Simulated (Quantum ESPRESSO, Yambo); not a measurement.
GaAlN$_{2}$ (space group P-4m2, No. 115) under isotropic strain (on all lattice vectors), counted from the cell relaxed with PBEsol, atoms relaxed at each step. PBEsol (Quantum ESPRESSO, PseudoDojo norm-conserving, 84 Ry, without SOC); G0W0 in Yambo (4×4×4 Γ-centred k mesh, 103 bands and a 10 Ry block in the screening, 103 bands in G with the Bruneval-Gonze terminator, plasmon pole fitted at 27.2 eV).

```tsv
strain (%)	PBEsol gap (eV)	kind	G0W0 direct gap (eV)
-3	3.25	indirect	4.57 at Γ
-1.5	…	direct	…
-0.7	2.95	direct	3.97 at Γ
0	2.80	direct	3.79 at Γ
+1	2.58	direct	3.55 at Γ
+2	2.37	direct	3.30 at Γ
```

Task: Estimate the withheld gaps from the other strains; the computed values follow.

Result: 
- -1.5, PBEsol gap (eV): 3.13
- -1.5, G0W0 direct gap (eV): 4.18 at Γ

Between -3 % and -1.5 % the PBEsol gap turns from indirect to direct. GW, BSE and RPA settings are held fixed; their convergence isn't established. Strains are linear. The screening block changes size along the series (137 vectors at -3 %, 149 vectors at -1.5 %, 149 vectors at -0.7 %, 149 vectors at +0 %, 165 vectors at +1 %, 165 vectors at +2 %), which puts steps into the G0W0 values. Spin-orbit splittings are left out. Axes are Cartesian, with cell vectors (Å) (3.14, 0.00, 0.00), (0.00, 3.14, 0.00), (0.00, 0.00, 4.42).

The standard potential for Ga keeps a d shell in the valence without the s and p states of that shell. In tests on such compounds this moved G0W0 gaps by up to about 0.9 eV, so absolute quasiparticle energies here are unreliable; differences between settings are what counts.

The structure is a Materials Project entry; no match was found in the copy of COD used, and its stability was not checked.
